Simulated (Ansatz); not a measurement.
CoGe (rock salt), relaxed with PBE (Ansatz, an electronic-structure program, plane waves, PAW): a = b = c = 4.8154 Å, α = β = γ = 90.00°.

| Property | Result |
|---|---|
| ΔH_f (eV/atom) | 0.24 |
| B₀ by P(V) fit (GPa) | 140 |
| highest Γ mode, no LO–TO term (cm⁻¹) | 185 |

Problem. The same phase is relaxed and computed with PBEsol in the same code. What are the cell and these values now?

Solution. a = b = c = 4.7438 Å, α = β = γ = 90.00°.

* **ΔH_f (eV/atom)**: 0.18
* **B₀ by P(V) fit (GPa)**: 159
* **highest Γ mode, no LO–TO term (cm⁻¹)**: 205

Constructed cells (a structure type filled with these elements, in neither database checked): CoGe, rock salt. Began spin-polarised and lost the moments: CoGe, rock salt with PBE; CoGe, rock salt with PBEsol. Unstable at this level: CoGe, rock salt with PBE; CoGe, rock salt with PBEsol. All cells were relaxed under the symmetry of their starts (and spin orders); stability against distortions was not tested throughout. Spin–orbit coupling is left out wherever it is not named.

Potentials: the later of the program's two PAW sets.

Ansatz is a plane-wave DFT program.

Formation energies count from the lowest solids of the elements computed at the same level, not from gases.
